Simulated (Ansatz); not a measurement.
Cu (fcc (Cu type)) was relaxed and computed twice in Ansatz (plane waves, PAW), once with PBE and once with r²SCAN.

|  | run 1 | run 2 |
|---|---|---|
| cell | a = b = c = 3.578 Å, α = β = γ = 90.00° | a = 3.6279 Å, b = 3.6279 Å, c = 3.6279 Å, α = 90.00°, β = 90.00°, γ = 90.00° |

### Question
Which run used which functional?

### Answer
Run 1 is r²SCAN, run 2 is PBE.

All cells were relaxed under the symmetry of their starts (and spin orders); stability against distortions was not tested throughout. Rows with no word on spin ran without spin polarisation.

Potentials: the earlier of the program's two PAW sets.

Ansatz (a quantum-chemistry and plane-wave program) is a plane-wave DFT program.
